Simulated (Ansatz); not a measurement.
A geometry of GaCuSe2 away from equilibrium: the start of the relaxation of a generated trial cell of GaCuSe2 in the chalcopyrite structure type. All values below come from r2SCAN (plane waves to 500 eV, PAW, scalar-relativistic; Ansatz, a quantum-chemistry and plane-wave program). Γ-centred k-mesh 6×6×6 on the run's cell (coarser than for final values), Fermi–Dirac smearing 0.05 eV.

```xyz
8
Lattice="-2.7989 2.7989 5.5157 2.7989 -2.7989 5.5157 2.7989 2.7989 -5.5157" Properties=species:S:1:pos:R:3:forces:R:3 pbc="T T T" free_energy=-42760.123 pressure_GPa=1.2
Cu     0.0000     2.7989     2.7579    0.0000    0.0000    0.0000
Cu     0.0000     0.0000     0.0000    0.0000    0.0000    0.0000
Ga     2.7989     0.0000     2.7579    0.0000    0.0000    0.0000
Ga     0.0000     0.0000     5.5157    0.0000    0.0000    0.0000
Se     1.3994     1.4409    -1.3789    0.0000   -0.6276    0.0000
Se     1.3994     1.3580     4.1368    0.0000    0.6276    0.0000
Se     4.1569     1.3994     1.3789    0.6276    0.0000    0.0000
Se    -1.3580     1.3994     6.8947   -0.6276    0.0000    0.0000
```

Positions in Å, forces in eV/Å, free energy of the cell in eV (comparable only within this code, potentials and settings). Largest force: 0.63 eV/Å, on Se5, Se6, Se7, Se8 (atoms numbered as listed); the geometry lies 0.01 eV/atom above the end of its relaxation.

No spin polarisation in the result.

The run could not lose the symmetry of its start; a randomly shaken copy of 8 atoms returns to this structure.
